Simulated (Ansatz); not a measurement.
BaTiO3 in space group R3m (No. 160; Ba on 3a, Ti on 3a, O on 9b) under volume change, HSE06 in the plane-wave PAW code Ansatz, shape and atoms relaxed at each volume.

```csv
V (Å³/atom),E − E(relaxed) (meV/atom),P (GPa)
11.777,45.8,14.39
12.166,18.5,8.35
12.554,4.3,3.65
12.942,0.0,-0.01
13.330,3.6,-2.86
13.719,13.4,-5.08
14.107,27.9,-6.81
```

Q: What does a third-order Birch–Murnaghan fit give for V₀, B₀ and B′?

A: V₀ = 12.94 Å³/atom, B₀ = 109 GPa, B′ = 7.4.

This is a known low-temperature phase of the composition, computed here at zero pressure and temperature. The cell was relaxed with HSE06 under the symmetry of its start; its stability against distortions is not shown here. The run is not spin-polarised. Scalar-relativistic: spin–orbit coupling is off unless named, which matters more the heavier the elements.

Potentials: the earlier of the program's two PAW sets. The files were generated under PBE; for other functionals the program regenerates the frozen cores, and for LDA and PBEsol the local potential too.
